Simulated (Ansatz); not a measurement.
GaCuBr4:
```
CELL_PARAMETERS angstrom
      5.46402     0.00000     0.00000
      0.00000     5.46402     0.00000
      0.00000     0.00000    10.48751
ATOMIC_POSITIONS crystal
  Ga 0.00000 0.50000 0.25000
  Ga 0.50000 0.00000 0.75000
  Cu 0.00000 0.00000 0.00000
  Cu 0.00000 0.00000 0.50000
  Br 0.25655 0.25883 0.12331
  Br 0.25883 0.74345 0.87669
  Br 0.74345 0.74117 0.12331
  Br 0.74117 0.25655 0.87669
  Br 0.25655 0.74117 0.37669
  Br 0.25883 0.25655 0.62331
  Br 0.74345 0.25883 0.37669
  Br 0.74117 0.74345 0.62331
```

Relaxed with LDA.

Question: Give the optical modes at the zone centre with their infrared activity from DFPT, DFT-LDA in the program Ansatz with PAW potentials.

Answer: Transverse frequencies, without the LO–TO term; a row sums one degenerate level.

```tsv
ω (cm⁻¹)	degeneracy	IR ((D/Å)²/amu)	activity	symmetry
43	2	0.02	IR	E
46	2	0.08	IR	E
52	2	0.09	IR	E
59	1	0.36	IR	B2
61	1	0.00	IR-inactive	A2
66	2	0.01	IR-inactive	E
73	1	0.00	IR-inactive	B1
81	1	0.00	IR-inactive	A1
81	1	0.00	IR-inactive	B1
88	1	0.00	IR-inactive	A2
89	2	0.41	IR	E
101	1	0.31	IR	B2
150	1	0.00	IR-inactive	A2
157	1	0.00	IR-inactive	A1
168	1	1.11	IR	B2
174	2	1.20	IR	E
178	1	0.00	IR-inactive	B1
180	2	1.26	IR	E
195	1	0.00	IR-inactive	B1
199	1	0.00	IR-inactive	A1
257	2	7.70	IR	E
258	1	7.45	IR	B2
271	2	2.42	IR	E
278	1	0.00	IR-inactive	A2
```

Question: How high does the top mode go among those that the LO–TO term moves?

Answer: 279 cm⁻¹ for q along x, 279 cm⁻¹ for q along y, 278 cm⁻¹ for q along z.

Space group P-42c. The first step of the workflow began from a Materials Project structure, measured or hypothetical; the Crystallography Open Database copy checked does not list it. Whether it is the stable phase at ambient conditions was not checked. The LDA relaxation kept the symmetry of its start; phonons on a q-mesh show no instability. The run is not spin-polarised.

Potentials: the later of the program's two PAW sets.
